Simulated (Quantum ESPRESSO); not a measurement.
```xyz
2
Lattice="0.0000 2.8262 2.8262 2.8262 0.0000 2.8262 2.8262 2.8262 0.0000" Properties=species:S:1:pos:R:3 pbc="T T T"
Mg     0.0000     0.0000     0.0000
S      1.4131     1.4131     1.4131
```

Cell and atoms were relaxed with PBEsol from Materials Project entry mp-13032, within its symmetry.

Problem. What does PBEsol (Quantum ESPRESSO, PseudoDojo norm-conserving, 84 Ry, no spin-orbit coupling) give for the electronic structure near the Fermi level?

Solution. The PBEsol gap is direct, 3.31 eV at Γ. 

This is not the ordinary phase of the substance; no match was found in the copy of COD used, and its stability was not checked.
